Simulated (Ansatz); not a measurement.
This Mo2C3 structure is the end of a relaxation. The cell was found from a structure generator's guess, not taken from experiment.

Computed with Ansatz, DFT PBE, scalar-relativistic, plane waves, PAW. Cutoff 420 eV, Γ-centred mesh, Gaussian smearing, no spin polarisation.

```
Mo C
1.0
     3.42933    0.00000    0.00000
     0.00000    3.42933    0.00000
     0.00000    0.00000    5.16104
Mo C
2 3
Direct
  0.50000 0.50000 0.74411
  0.50000 0.50000 0.25589
  0.00000 0.00000 0.00000
  0.50000 0.00000 0.00000
  0.00000 0.50000 0.00000
```

Formation energies are uncorrected and refer to the elements' standard structures at the same level.

Problem. What space group does it have?

Solution. P4/mmm (No. 123). Conventional cell: a = 3.429 Å, c = 5.161 Å. Mo is surrounded by 4 C at 2.16 Å, 2 Mo at 2.52–2.64 Å and 4 C at 2.76 Å; C on a site of symmetry 4/mmm is surrounded by 4 C at 1.71 Å and 8 Mo at 2.76 Å; C on a site of symmetry mmm has 2 C at 1.71 Å and 4 Mo at 2.16 Å.

Problem. What is its formation energy per atom?

Solution. +1.88 eV/atom. A positive value: parting into the elements would lower its energy.

Problem. Is it a metal?

Solution. Yes, bands cross the Fermi level on the 12×12×8 mesh.

The last run used a 12×12×8 mesh (in the run's order of axes) for its 5-atom cell and Gaussian smearing of 0.10 eV. The reference form of C is held partly by dispersion forces, which this level lacks. Symmetry constrained the relaxation, so the result can be a saddle point.
